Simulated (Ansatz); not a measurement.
LaPd3S4:
```
LaPd3S4
1.0
    6.76661     0.00000     0.00000
    0.00000     6.76661     0.00000
    0.00000     0.00000     6.76661
La Pd S
2 6 8
Direct
  0.50000   0.50000   0.50000
  0.00000   0.00000   0.00000
  0.75000   0.00000   0.50000
  0.25000   0.00000   0.50000
  0.50000   0.25000   0.00000
  0.50000   0.75000   0.00000
  0.00000   0.50000   0.25000
  0.00000   0.50000   0.75000
  0.75000   0.25000   0.25000
  0.25000   0.75000   0.75000
  0.25000   0.25000   0.75000
  0.75000   0.75000   0.25000
  0.25000   0.75000   0.25000
  0.75000   0.25000   0.75000
  0.75000   0.75000   0.75000
  0.25000   0.25000   0.25000
```

This is the r²SCAN-relaxed structure.

Problem. All from plane-wave PAW r²SCAN (Ansatz code), unless another level is named. Give the electronic character.

Solution. metallic (no gap).

Problem. And the density of states at the Fermi level?

Solution. 0.51 states/eV per atom (mean over ±0.08 eV).

Problem. And the formation energy from the elements (no fitted shifts)?

Solution. -1.13 eV/atom.

Space group Pm-3n. The workflow started from a Materials Project entry (that database holds measured and hypothetical structures alike); the Crystallography Open Database copy checked does not list it. Its standing as an ambient phase is unchecked. The cell was relaxed with r²SCAN under the symmetry of its start; whether a distortion lowers the energy is not shown. The run is not spin-polarised. The references are the lowest solids computed at this level, not always the standard phases. Scalar-relativistic: spin–orbit coupling is off unless named, which matters more the heavier the elements.

Potentials: the later of the program's two PAW sets.
